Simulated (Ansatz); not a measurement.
Antisite pairs in AlIn2N3

Theory: Ansatz 0.2.0, DFT PBE, scalar-relativistic, plane waves, PAW.

Cutoff 420 eV; k points 4×3×3 on the computed 24-atom cell (Γ-centred); Gaussian smearing, width 0.02 eV; no spin polarisation.

The ordered crystal (Cmc2_1, 13.97 Å³/atom, a gap on the mesh of 0.88 eV), relaxed at this level:

```xyz
12
Lattice="5.1453 -2.9614 0.0000 5.1453 2.9614 0.0000 0.0000 0.0000 5.5002" Properties=species:S:1:pos:R:3 pbc="T T T"
Al    5.1453    0.9409    5.4409
Al    5.1453   -0.9409    2.6908
In    6.8113   -1.9337    5.4301
In    3.4793   -1.9337    5.4301
In    3.4793    1.9337    2.6800
In    6.8113    1.9337    2.6800
N     6.7000   -1.8843    2.1197
N     3.5907   -1.8843    2.1197
N     3.5907    1.8843    4.8698
N     6.7000    1.8843    4.8698
N     5.1453    0.7801    1.8563
N     5.1453   -0.7801    4.6065
```

The crystal stands on its own mesh of 6×6×6. The changed cells were relaxed on coarser meshes and computed once more on meshes like the one named, which can leave forces up to 0.25 eV/Å.

In a supercell of 24 atoms, with 4 Al and 8 In sites, pairs of Al and In were exchanged at random and each cell relaxed without symmetry:

```
pairs E − E(crystal) (eV a cell) per pair (eV) gap on mesh (eV)
    1                        0.38           0.38              0.82
    3                        0.45           0.15              0.80
    3                        0.66           0.22              0.74
```

Task: Estimate the equilibrium share of In on Al sites against temperature.

Result: For dilute pairs, mass action gives x_A x_B = exp(−ΔE/k_BT) for the shares of wrong atoms on the two sublattices. Equal numbers of wrong atoms make x on the Al sites √(8/4) exp(−ΔE/2k_BT). With ΔE = 0.38 eV from the most dilute cell: 4e-2 at 600 K, over 0.1 (no longer dilute) at 1000 K, over 0.1 (no longer dilute) at 1500 K. One per cent is reached near 440 K, so disorder frozen in from such temperatures can matter, if the crystal still stands there. One draw in a small cell holds the two wrong atoms close to each other and to their images, while the law wants them far apart, so ΔE is uncertain by tenths of an eV, in stiff covalent crystals by an eV or more; vibrations are left out.

Task: Do the pairs interact, and at what temperature would the most disordered cell pay for itself?

Result: The cost per pair goes from 0.38 to 0.19 eV (mean of the cells with that many pairs), so pairs lower each other's cost, as in an order–disorder transition where order holds itself up. Choosing 3 of 4 and 3 of 8 sites gives ln Ω = 5.4, so energy and entropy balance at T = ΔE/(k_B ln Ω) = 0.56 eV / (5.4 k_B) ≈ 1200 K; a small cell undercounts Ω and short-range order lowers the energy, while the ordered crystal gains entropy from its own antisites, so this gives only the scale of a transition.

The gap is read on a mesh, which can miss the band edges, so it can be too wide.

Cost: 6 runs of about 22 core-minutes in all (earlier runs that led there not counted), on Arm Neoverse V2 (shared hosts).